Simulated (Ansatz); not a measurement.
A geometry of TaAs away from equilibrium: step 2 of the relaxation of a relaxed TaAs cell displaced along its unstable phonon at q = (½, ½, 0) of its primitive reciprocal cell (110i cm⁻¹), largest move 0.15 Å. The numbers are results of PBE (plane waves to 420 eV, PAW, scalar-relativistic; Ansatz, a quantum-chemistry and plane-wave program), not measurements. Γ-centred k-mesh 9×9×9 on the run's cell (coarser than for final values), Fermi–Dirac smearing 0.05 eV.

```xyz
8
Lattice="0.0000 6.5904 6.4319 3.2952 3.2952 6.4319 3.2952 3.2952 0.0000" Properties=species:S:1:pos:R:3:forces:R:3 pbc="T T T" free_energy=-59156.446 pressure_GPa=1.0
Ta     4.9428     4.6595     4.8239    0.0000    0.0207    0.0000
Ta     4.9428     8.5214     8.0399    0.0000   -0.0207    0.0000
Ta     3.0119     3.2952     3.2159    0.0207    0.0000    0.0000
Ta     3.5786     6.5904     6.4319   -0.0207    0.0000    0.0000
As    -0.3113     0.0000     0.0000    0.1716    0.0000    0.0000
As     3.6065     6.5904     3.2159   -0.1716    0.0000    0.0000
As     1.6476     1.3363     1.6080    0.0000    0.1716    0.0000
As     1.6476     5.2541     4.8239    0.0000   -0.1716    0.0000
```

Positions in Å, forces in eV/Å, free energy of the cell in eV (comparable only within this code, potentials and settings). Largest force: 0.17 eV/Å, on As5, As6, As7, As8 (atoms numbered as listed); the geometry lies 0.16 eV/atom above the end of its relaxation.

No spin polarisation in the result.

The run could not lose the symmetry of its start: the end is stationary, and may be a saddle point rather than a minimum.

The end of the path is a generated cell of TaAs: the first start was made by placing the elements on the sites of a structure type, and the end was not matched to a known phase here, so it may be hypothetical. Known forms of TaAs include space group No. 109.
